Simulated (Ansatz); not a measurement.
The start is a generated cell, HfIr3 placed in the AFLOW prototype AB3_oC8_65_a_bf (L1_3, as in CdPt3). The cell and all atomic positions are relaxed at zero pressure with PBEsol (plane waves to 420 eV, PAW, scalar-relativistic; Ansatz, a first-principles code). The first steps use a coarse 7×7×11 k-mesh.

Input geometry:
```
HfIr3
1.0
    2.89249    -3.91237     0.00000
    2.89249     3.91237     0.00000
    0.00000     0.00000     2.85493
Hf Ir
1 3
Cartesian
  0.00000   0.00000   0.00000
  2.89249   0.00000   0.00000
  1.44625   1.95619   1.42747
  1.44625  -1.95619   1.42747
```

How large is the pressure on the unrelaxed cell, and of which sign?

-15.7 GPa (negative: the cell is under tension).

How does the volume per atom move from start to end?

-5.8 %, from 16.15 to 15.21 Å³/atom.

How do the shortest distances between atoms change?

The closest pairs of elements (up to four, under 3.6 Å), start → end: Hf–Ir 2.82 → 2.76 Å; Ir–Ir 2.82 → 2.76 Å; Hf–Hf 2.85 → 2.85 Å.

What does it relax into? Give the structure.


Space group Cmmm (No. 65); a = 5.582 Å, b = 7.655 Å, c = 2.848 Å, α = β = γ = 90.00°

```json
[
 {"atom": "Hf", "site": "2a", "symmetry": "mmm", "x": "0.0000", "y": "0.0000", "z": "0.0000"},
 {"atom": "Ir", "site": "2b", "symmetry": "mmm", "x": "0.0000", "y": "0.5000", "z": "0.0000"},
 {"atom": "Ir", "site": "4f", "symmetry": "..2/m", "x": "0.2500", "y": "0.2500", "z": "0.5000"}
]
```
(The calculation used a cell of 4 atoms; values per cell refer to that cell.)

The space group stays Cmmm (No. 65) (the run could not lower it); the end is AFLOW prototype AB3_oC8_65_a_bf (L1_3, as in CdPt3), with 4 atoms in the primitive cell. Final values are on a 10×10×16 k-mesh of the relaxed cell. No spin polarisation in the result.

The run could not lose the symmetry of its start; a randomly shaken copy of 8 atoms returns to this structure.

All atoms sit on sites fixed by symmetry, so only the cell could relax.

The relaxed structure here is a generated cell of HfIr3: the first start was made by placing the elements on the sites of a structure type, and the end was not matched to a known phase here, so it may be hypothetical.
